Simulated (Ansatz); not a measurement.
TiH₂ in space group I4/mmm (No. 139; H on 4d, Ti on 2a) at seven volumes, plane-wave PAW r²SCAN (Ansatz code), shape and atoms relaxed at each. One row is withheld.

```tsv
V (Å³/atom)	P (GPa)
6.459	16.63
6.672	10.27
6.885	4.77
7.098	0.00
7.311	?
7.524	-7.68
7.737	-10.76
```

Fit the shown pressures and predict the withheld one.

P = (3/2)B₀(x^(7/2) − x^(5/2))[1 + (3/4)(B′ − 4)(x − 1)] with x = (V₀/V)^(2/3). Least squares on the six rows gives V₀ = 7.098 Å³/atom, B₀ = 147 GPa, B′ = 3.81. At V = 7.311, x = 0.9805 and P = -4.11 GPa. The run itself gave -4.12 GPa.

The workflow started from an entry of the Crystallography Open Database (COD), which files this formula under 2 space groups. Its standing as an ambient phase is unchecked. The cell was relaxed with r²SCAN under the symmetry of its start; its stability against distortions is not shown here. The run is not spin-polarised.

Potentials: the later of the program's two PAW sets.
